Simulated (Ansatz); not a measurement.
Calculated ³³S NMR of the central transition for Li₈TiS₆

Cell: a Materials Project structure (computed, not necessarily an observed phase), atoms as given.

```xyz
15
Lattice="3.3603 1.9401 6.1023 -3.3603 1.9401 6.1023 0.0000 -3.8801 6.1023" Properties=species:S:1:pos:R:3 pbc="T T T"
Li   -0.9715   -2.0375   10.0162
Li   -2.2503   -0.1774    8.2908
Li    1.2788   -1.8601    8.2908
Li    0.0000    0.0000   12.0564
Li    0.0000    0.0000    6.2507
Li   -1.2788    1.8601   10.0162
Li    2.2503    0.1774   10.0162
Li    0.9715    2.0375    8.2908
Ti    0.0000    0.0000    0.0000
S    -0.9734   -2.0602    7.5100
S    -2.2709   -0.1871   10.7971
S     1.2975   -1.8731   10.7971
S    -1.2975    1.8731    7.5100
S     2.2709    0.1871    7.5100
S     0.9734    2.0602   10.7971
```

Atom numbers follow the list; atoms alike are taken as one site, whose name carries the number of the first.

Method: Kohn–Sham DFT in Ansatz, PBE, plane waves and PAW, scalar-relativistic, 420 eV cutoff, Γ-centred 5×5×5 k-points, Fermi–Dirac smearing 0.02 eV.

³³S has I = 3/2 and Q = -69.40 mb (Pyykkö 2018); at 16.4 T its Larmor frequency is ν₀ = 53.7 MHz. Only the quadrupole interaction is simulated: positions count from each site's isotropic chemical shift, and J coupling is left out, as are shift anisotropy and dipolar coupling, which fast spinning averages.

Simulated pattern of one S site (fast magic-angle spinning, Gaussian broadening 2 kHz):

```json
{"offset (kHz)": "-38.61", "height": "0"}
{"offset (kHz)": "-37.39", "height": "2"}
{"offset (kHz)": "-36.18", "height": "6"}
{"offset (kHz)": "-34.96", "height": "8"}
{"offset (kHz)": "-33.75", "height": "8"}
{"offset (kHz)": "-32.54", "height": "8"}
{"offset (kHz)": "-31.32", "height": "9"}
{"offset (kHz)": "-30.11", "height": "9"}
{"offset (kHz)": "-28.89", "height": "9"}
{"offset (kHz)": "-27.68", "height": "10"}
{"offset (kHz)": "-26.46", "height": "16"}
{"offset (kHz)": "-25.25", "height": "34"}
{"offset (kHz)": "-24.04", "height": "50"}
{"offset (kHz)": "-22.82", "height": "66"}
{"offset (kHz)": "-21.61", "height": "87"}
{"offset (kHz)": "-20.39", "height": "85"}
{"offset (kHz)": "-19.18", "height": "70"}
{"offset (kHz)": "-17.96", "height": "63"}
{"offset (kHz)": "-16.75", "height": "60"}
{"offset (kHz)": "-15.54", "height": "59"}
{"offset (kHz)": "-14.32", "height": "59"}
{"offset (kHz)": "-13.11", "height": "61"}
{"offset (kHz)": "-11.89", "height": "64"}
{"offset (kHz)": "-10.68", "height": "71"}
{"offset (kHz)": "-9.46", "height": "84"}
{"offset (kHz)": "-8.25", "height": "100"}
{"offset (kHz)": "-7.03", "height": "92"}
{"offset (kHz)": "-5.82", "height": "74"}
{"offset (kHz)": "-4.61", "height": "62"}
{"offset (kHz)": "-3.39", "height": "39"}
{"offset (kHz)": "-2.18", "height": "10"}
{"offset (kHz)": "-0.96", "height": "1"}
```

(1) Which |C_Q| and η does the pattern imply?

## Answers

(1) The pattern spans 33.9 kHz before broadening and its centre of gravity is at -14.9 kHz, which fixes P_Q; the places of the horns and steps fix η. That gives P_Q = 5.66 MHz, |C_Q| = 5.60 MHz and η = 0.24. The sign of C_Q can't be read from the pattern.

At S V_zz points along its one bond to Ti (within 5°).
